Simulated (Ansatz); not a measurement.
**Al2Pt squeezed and stretched**

A database entry relaxed whole under r2SCAN (Fm-3m):

```xyz
3
Lattice="0.0000 2.9514 2.9514 2.9514 0.0000 2.9514 2.9514 2.9514 0.0000" Properties=species:S:1:pos:R:3 pbc="T T T"
Al    1.4757    1.4757    1.4757
Al    4.4271    4.4271    4.4271
Pt    0.0000    0.0000    0.0000
```

The cell was scaled uniformly, its shape held, and the atoms relaxed at each volume with plane-wave PAW DFT (Ansatz 0.2.0; r2SCAN, 500 eV, 10×10×10 Γ-centred mesh, fermi-dirac occupations of width 0.100 eV; no spin, no spin-orbit coupling). One row is withheld.

```
volume (Å³/atom)  energy over the lowest (meV/atom)  pressure (GPa)
          16.111                               30.5           10.07
          16.454                               13.0            6.36
          16.797                                3.1            3.02
          17.139                                0.0            0.03
          17.482                                  ?               ?
          17.825                               11.3           -5.07
          18.168                               24.6           -7.23
```

Q: Fit the pressures of the other rows to the third-order Birch-Murnaghan form.

A: With f = [(V₀/V)^(2/3) − 1]/2 and P = 3B₀f(1 + 2f)^(5/2)[1 + 3(B₀′ − 4)f/2], least squares gives V₀ = 17.14 Å³ an atom, B₀ = 141 GPa and B₀′ = 4.4; the rows miss the fit by less than 0.01 GPa. The slope of the energies differs from these pressures by less than 0.05 GPa.

Q: What does the withheld row hold?

A: The fit gives -2.66 GPa at 17.482 Å³; the run gave -2.66 GPa and 2.9 meV an atom.

Caveats: the shape of the cell was held; 0 K, fixed nuclei; the symmetry was kept, and this need not be the phase that is stable at 0 K; one mesh for all volumes; pressure is positive in compression.
